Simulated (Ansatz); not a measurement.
Method: DFT PBE, scalar-relativistic, plane waves, PAW, and for the lanthanide a 4f-in-core norm-conserving potential, in Ansatz. Cutoff 770 eV, Γ-centred meshes of about 0.25 Å⁻¹ or finer for metals and 0.3 Å⁻¹ for insulators (2π included), Gaussian smearing. No spin polarisation.

These are static total energies at zero pressure.

Two relaxed structures of Ba4Er:

A.

Space group R3m:H (No. 160). a = 8.120 Å, b = 8.120 Å, c = 14.948 Å, α = 90.00°, β = 90.00°, γ = 120.00°
| atom | site | symmetry | x | y | z |
| --- | --- | --- | --- | --- | --- |
| Ba | 9b | .m | 0.5024 | 0.4976 | 0.0205 |
| Ba | 3a | 3m | 0.3333 | 0.6667 | 0.8036 |
| Er | 3a | 3m | 0.3333 | 0.6667 | 0.5635 |

B.

Space group P4/mmm (No. 123). a = 8.680 Å, b = 8.680 Å, c = 4.074 Å, α = 90.00°, β = 90.00°, γ = 90.00°
| atom | site | symmetry | x | y | z |
| --- | --- | --- | --- | --- | --- |
| Ba | 4j | m.2m | 0.7590 | 0.7590 | 0.0000 |
| Er | 1d | 4/mmm | 0.5000 | 0.5000 | 0.5000 |

Problem. Which would you expect to be lower, and how large is the difference?

Solution. A is lower, by 75 meV/atom. A has space group R3m (No. 160), 56.9 Å³/atom and no gap on its mesh; B has space group P4/mmm (No. 123), 61.4 Å³/atom and no gap. Counting all near atoms (those within 1.25 times the shortest distance at each site; a plus sign parts nearer from farther groups; a slash parts the counts of unlike sites), A has Ba 1+9/10, Er 4+6 and B has Ba 8, Er 10. The denser one is the lower, and pressure would at first widen the difference. Even the lower one lies +0.35 eV/atom against the reference forms of the elements (uncorrected), so neither is stable at this level. Both come from trial cells of a structure search, whose lowest cell (I4/m, 54.0 Å³/atom) lies 188 meV/atom below the lower of the two.

Cells relaxed within their symmetry can be saddle points. Some candidate types were left out of the draw beforehand, so a known form may be missing.

The lanthanide is trivalent by construction, without f bands, f moments or other valences.
